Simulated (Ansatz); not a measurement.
The elements of this relaxed trial crystal are hidden behind letters.

```
lattice vectors (Å)
   3.8306    0.0000    0.0000
  -1.9153    3.3174    0.0000
   0.0000    0.0000    4.0568
fractional positions
X 0.0000 0.0000 0.0000
Z 0.0000 0.0000 0.5000
Z 0.3333 0.6667 0.1871
Z 0.3333 0.6667 0.8129
```

Level of theory: Ansatz 0.2.0, DFT PBE, scalar-relativistic, plane waves, PAW. Settings of the last relaxation (4-atom cell): 420 eV, 12×12×10 k points, Gaussian smearing of 0.01 eV, no spin polarisation.

| Item | Value |
| --- | --- |
| Space group | P-6m2 (No. 187) |
| Conventional cell | a = 3.831 Å, c = 4.057 Å |
| Volume per atom | 12.89 Å³ |
| Density | 7.30 g/cm³ |
| Formation energy | −1.467 eV/atom |
| Gap on the 12×12×10 mesh of the 4-atom cell | 0.28 eV |

Energies are uncorrected and count from the elements' standard states at the same level.

**Question.** X is a d-block element of period 6 and Z is a p-block element of period 2. Which elements are they?

**Answer.** X = Hf, Z = O, so the formula is HfO3. Density times volume gives a mean mass of 7.30 × 12.89/1.6605 = 56.7 u per atom, and this set has 56.6 u. Around Hf lie 2 O at 2.03 Å and 6 O at 2.34 Å; O on a site of symmetry -6m2 has 2 Hf at 2.03 Å and 6 O at 2.55 Å; O on a site of symmetry 3m is surrounded by 1 O at 1.52 Å, 3 Hf at 2.34 Å and 4 O at 2.54–2.55 Å. Other sets within the hints have nearly the same mass, so mass alone doesn't settle it; this one was computed.

These runs have no spin–orbit coupling, which can matter for Hf. Kohn–Sham gaps at this level usually fall short of measured ones. Symmetry constrained the relaxation, so the result can be a saddle point. Another cell of HfO3 relaxed alike, in Pm-3n, lies 0.54 eV/atom lower, so this cell isn't the stable form at this level.
